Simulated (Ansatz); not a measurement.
# V: reading a single point

```xyz
1
Lattice="-1.5116 1.5116 1.5116 1.5116 -1.5116 1.5116 1.5116 1.5116 -1.5116" Properties=species:S:1:pos:R:3 pbc="T T T"
V     0.0000    0.0000    0.0000
```

The numbers come from plane-wave PAW DFT (Ansatz): PBE, no spin polarisation, 420 eV, 15×15×15 Γ-centred k points, fermi-dirac occupations (width 0.091 eV). Nothing was relaxed.

At the Fermi level: It is a metal, with about 2 states/eV a cell as the mean within 0.25 eV of the Fermi level, mostly V d (87 %).
Stress: The pressure is -4.4 GPa (compression positive), so with the atoms held at these fractions the cell would first shrink.
Contacts: V–V at 2.62 Å: least valence density 0.28 e/Å³ and ELF 0.24 there. These are pseudo-fields; inside the PAW spheres they differ from the all-electron ones.

Origin: a database entry at a rescaled volume. Caveats: no spin polarisation, so a magnetic state may lie lower.
